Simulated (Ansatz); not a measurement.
# Tb (hcp)

Computed with Ansatz (plane waves, PAW, 420 eV cutoff): PBE with spin–orbit coupling, two-component spinors, Γ-centred 14×14×8 mesh, 0.05 eV Gaussian smearing; PAW files: Ansatz's generated set soft_2.

```
Tb
1.0
     3.58693    0.00000    0.00000
    -1.79346    3.10637    0.00000
     0.00000    0.00000    5.72205
Tb
2
Direct
  0.33333 0.66667 0.75000
  0.66667 0.33333 0.25000
```

Magnetic state: ferromagnetic, site spin moments Tb 5.56 μB, along [001] (Cartesian), which lowers the symmetry.

The cell is relaxed to zero pressure at this level.

Path: Γ–M–K–Γ–A–L–H–A | L–M | H–K, with Γ = (0.000, 0.000, 0.000), M = (0.500, 0.000, 0.000), K = (0.333, 0.333, 0.000), A = (0.000, 0.000, 0.500), L = (0.500, 0.000, 0.500), H = (0.333, 0.333, 0.500) in reciprocal vectors of the calculation's cell.

Task: Is it a metal or an insulator, and if it has a gap, where are the band edges on this path?

Result: A metal: bands cross the Fermi level.

Bands as a text map, energy in eV from the Fermi level (dashes), each leg drawn with the same width:
```
  4.86 |    *   **        * ****          **  *      *   
  4.57 |   *       ***      ***          ***   *      *  
  4.29 |  **             * *                 *      *    
  4.00 |*  *         * ** *       **          *      *   
  3.71 |****        ****  *    ********     *      *     
  3.43 |***          *** *             ***   *      *    
  3.14 |***     ***  *****    *  ****    *  * *      ****
  2.86 |***  ***   ********    ** ******     *   ***     
  2.57 |*****    **  **** ****   *     **********   *****
  2.29 |*********  ************ * *       ** ** ***      
  2.00 |** ******* ** ****** ***   *     **   *****      
  1.71 |*****   **** * *******   ***    *  ******     ***
  1.43 |  *******  ****  *** ** * * ****  *      *****   
  1.14 |** *** **********  *  **   *******        ***  **
  0.86 |*************************************************
  0.57 |*************************************************
  0.29 |  ************        *    *******    ***********
  0.00 |*************************************************
 -0.29 |****    *****************     * ****  ***  ******
 -0.57 |   ***********               **         *********
 -0.86 |  * * ******                ** *         *    ***
 -1.14 |   ******    *             **  **     *****      
 -1.43 | **  ***   *  *         *** *   *   ** ****      
 -1.71 |*   ***       ***      *  **    *    ***  *      
 -2.00 | *          *    **    ***       *  ******       
 -2.29 |*   *          ***    *                          
 -2.57 |   *        *     **  *          **              
 -2.86 |                   ***             *             
        Γ    M    K    Γ    A    L    H    AL     MH    K
```

Without a U the open 4f shell is pinned at the Fermi level, an artefact: in the real crystal it splits into occupied and empty levels away from it, and its large orbital moment is underestimated. Site moments are of spin, integrated over Gaussian weights of 0.5 Å, which gives about a tenth less on f atoms than spheres do. No antiparallel order was tried.

A lower state of the open shells can't be excluded, and forces and pressures are less sure for it.

On the Tb 4f shell the spin moment is 5.62 μB and the orbital moment 1.31 μB, parallel to it, 6.93 μB net (projected on atomic orbitals, along the moments' axis).
